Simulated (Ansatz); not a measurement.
Polymorphs of Nb3Sn, each relaxed with plane-wave PAW PBE (Ansatz code):

A: Fm-3m
a = b = c = 6.709 Å, α = β = γ = 90.00°

| atom | site | symmetry | x | y | z |
|---|---|---|---|---|---|
| Sn | 4a | m-3m | 0.0000 | 0.0000 | 0.0000 |
| Nb | 4b | m-3m | 0.5000 | 0.5000 | 0.5000 |
| Nb | 8c | -43m | 0.2500 | 0.2500 | 0.2500 |

B: A15 (Cr3Si type) (Pm-3n)
a = b = c = 5.3188 Å, α = β = γ = 90.00°

```json
[
 {"atom": "Nb", "site": "6c", "symmetry": "-4m.2", "x": "0.0000", "y": "0.5000", "z": "0.2500"},
 {"atom": "Sn", "site": "2a", "symmetry": "m-3.", "x": "0.0000", "y": "0.0000", "z": "0.0000"}
]
```

Task: Order them by energy per atom at 0 K (lowest first) at the level PBE.

Result: B (+0 meV/atom), A (+181 meV/atom)

Constructed cells (a structure type filled with these elements, in neither database checked): A. Not the usual ambient phase: A. All cells were relaxed under the symmetry of their starts (and spin orders); stability against distortions was not tested throughout. Rows with no word on spin ran without spin polarisation. Spin–orbit coupling is left out wherever it is not named.

Energies hold the estimated change up to a 700 eV cutoff; steps of a few meV lie near the error of the meshes.

Potentials: the earlier of the program's two PAW sets.
